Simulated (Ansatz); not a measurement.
BaO:
```cif
data_Ba4O4
_chemical_formula_sum 'Ba4 O4'
_space_group_name_H-M_alt 'Fm-3m'
_space_group_IT_number 225
_space_group_name_Hall '-F 4 2 3'
_cell_length_a 5.49013
_cell_length_b 5.49013
_cell_length_c 5.49013
_cell_angle_alpha 90.000
_cell_angle_beta 90.000
_cell_angle_gamma 90.000
loop_
_atom_site_label
_atom_site_type_symbol
_atom_site_symmetry_multiplicity
_atom_site_Wyckoff_symbol
_atom_site_fract_x
_atom_site_fract_y
_atom_site_fract_z
_atom_site_occupancy
Ba1 Ba 4 a 0.00000 0.00000 0.00000 1
O1 O 4 b 0.50000 0.50000 0.50000 1
```
(The calculation used a cell of 2 atoms; values per cell refer to that cell.)

Relaxed with PBEsol. Independent-particle spectrum: no excitons, no local fields, no scissors shift; 0.1 eV broadening; ε₁ of the summed bands alone.

**Question.** Tabulate the dielectric function from plane-wave PAW PBEsol (Ansatz code).

**Answer.** 

| E (eV) | ε₁ xx | ε₂ xx |
|---|---|---|
| 0.0 | 4.45 | 0.00 |
| 0.5 | 4.47 | 0.00 |
| 1.0 | 4.55 | 0.00 |
| 1.5 | 4.70 | 0.00 |
| 2.0 | 5.12 | 0.01 |
| 2.5 | 5.13 | 0.77 |
| 3.0 | 4.97 | 0.87 |
| 3.5 | 5.03 | 0.90 |
| 4.0 | 5.36 | 0.96 |
| 4.5 | 5.60 | 1.55 |
| 5.0 | 5.64 | 1.93 |
| 5.5 | 5.81 | 2.58 |
| 6.0 | 6.08 | 3.31 |
| 6.5 | 4.78 | 5.70 |
| 7.0 | 3.97 | 4.03 |
| 7.5 | 3.78 | 5.64 |
| 8.0 | 0.49 | 6.08 |
| 8.5 | 0.78 | 4.47 |
| 9.0 | -0.65 | 4.27 |
| 9.5 | -0.34 | 2.70 |
| 10.0 | 0.64 | 1.97 |
| 10.5 | 0.70 | 2.81 |
| 11.0 | 0.05 | 1.89 |
| 11.5 | 0.26 | 1.01 |
| 12.0 | 0.81 | 0.75 |

**Question.** From ε at 2.1 eV (xx: 5.32 + 0.15i), find n, k, the normal reflectivity and the absorption coefficient.

**Answer.** n = 2.31, k = 0.033, R = 16 %, α = 2kE/ħc = 7000 cm⁻¹.

With all bands, ε∞ without local fields is 4.51. DFPT, with local fields, gives 4.28.

Symmetry was held in the PBEsol relaxation. Scalar-relativistic: spin–orbit coupling is off unless named, which matters more the heavier the elements.

Potentials: the earlier of the program's two PAW sets. The files were generated under PBE; for other functionals the program regenerates the frozen cores, and for LDA and PBEsol the local potential too.
